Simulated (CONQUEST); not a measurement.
A self-consistent single point of InSe (P6_3/mmc, 16 atoms in the cell; from Materials Project mp-20485) with CONQUEST.

Computed with PBE, numerical atomic orbitals double-zeta with polarisation (the shipped basis), PseudoDojo norm-conserving potentials made for PBE (CONQUEST).

```
InSe
1.0
    4.04173     0.00000     0.00000
    0.00000     7.00048     0.00000
    0.00000     0.00000    17.42844
In Se
8 8
Direct
  0.00000   0.33333   0.33030
  0.50000   0.16667   0.66970
  0.50000   0.16667   0.83030
  0.00000   0.33333   0.16970
  0.50000   0.83333   0.33030
  0.00000   0.66667   0.66970
  0.00000   0.66667   0.83030
  0.50000   0.83333   0.16970
  0.00000   0.33333   0.59732
  0.50000   0.16667   0.40268
  0.50000   0.16667   0.09732
  0.00000   0.33333   0.90268
  0.50000   0.83333   0.59732
  0.00000   0.66667   0.40268
  0.00000   0.66667   0.09732
  0.50000   0.83333   0.90268
```

Reference input (self-consistent single point, DFT, PBE, numerical atomic orbitals double-zeta with polarisation (the shipped basis), PseudoDojo norm-conserving potentials made for PBE): basis = DZP; Diag.MPMeshX, Y, Z = 3 2 1; potentials = PseudoDojo norm-conserving PBE; Grid.GridCutoff = 140 Ha; DM.SolutionMethod = diagon; Diag.kT = 0.000735 Ha; Diag.GammaCentred = true; minE.SCTolerance = 1.0e-06; SC.MaxIters = 100; SC.LinearMixingFactor = 0.5; AtomMove.TypeOfRun = static. This run's input differs from it in these lines:

```diff
@@ -22,3 +22,3 @@
 
-minE.SCTolerance               1.0e-06
+minE.SCTolerance               1.0e-05
 SC.MaxIters                    100
```

Output (repeated stretches shortened):

```
    PulayMixSC: Starting Pulay mixing, A_up =  0.500 A_dn =  0.500
    PulayMixSC: Spin non-polarised calculation.
          Harris-Foulkes Energy            :     -1501.697393218123807 Ha
    PulayMixSC: Pulay iteration     1 residual:              0.76507E-03
          Harris-Foulkes Energy            :     -1501.664543378782128 Ha
    PulayMixSC: Pulay iteration     2 residual:              0.47141E-03
          Harris-Foulkes Energy            :     -1501.637660893086377 Ha
    PulayMixSC: Pulay iteration     3 residual:              0.30802E-03
          Harris-Foulkes Energy            :     -1501.602715660872946 Ha
    PulayMixSC: Pulay iteration     4 residual:              0.78054E-04
          Harris-Foulkes Energy            :     -1501.601792022100881 Ha
    PulayMixSC: Pulay iteration     5 residual:              0.74382E-05
    PulayMixSC: Reached SCF tolerance of  0.74382E-05 after      5 iterations
      | Number of electrons      =       232.000248
      |* Harris-Foulkes energy   =     -1501.601792022100881 Ha
      |* DFT total energy        =     -1501.601780538348521 Ha

    force: Forces on atoms (Ha/a0)
    force:  Atom   X              Y              Z
    force:     1  -0.0000139539   0.0003772870  -0.0050018945
    force:     2  -0.0000139539  -0.0003772869   0.0050018946
    force:     3  -0.0000139539  -0.0003772871  -0.0050018915
    force:     4  -0.0000139539   0.0003772871   0.0050018915
    force:     5  -0.0000139539   0.0003772870  -0.0050018945
    force:     6  -0.0000139570  -0.0003772878   0.0050018946
    force:     7  -0.0000139570  -0.0003772880  -0.0050018915
    force:     8  -0.0000139539   0.0003772871   0.0050018916
   [... lines left out ...]
    force:    16  -0.0000337346   0.0003712999   0.0055961202

    force: Maximum force :        0.00559612(Ha/a0) on atom        14 in z direction
    force: Force Residual:        0.00532058 Ha/a0
    force: Total stress:         -3.32610876    -2.28708470    -1.61687698 GPa
    force: Average pressure:      2.41002348 GPa

    get_E_and_F: Change in energy during last step of electronic optimisation:  0.92364E-03
```

The run converged in 5 iterations. CONQUEST prints the stress tensor with tension positive. Against the reference run the free energy stays essentially unchanged (within 1 meV/atom), the pressure hardly changes (2.40 to 2.41 GPa) and the largest force goes from 0.382 to 0.288 eV/Å.

The program uses no crystal symmetry, so grid and mesh can part values that symmetry would make equal. The atom-centred basis is finite, which shifts total energies, pressures and forces against plane waves. This run is one point of a test of settings, so its values need not be converged; read them against the reference run alone. The structure comes from a collection of computed structures, made at another level of theory; the collection holds predicted forms beside known ones.

Cost on one core: around 80 core-seconds (rough).
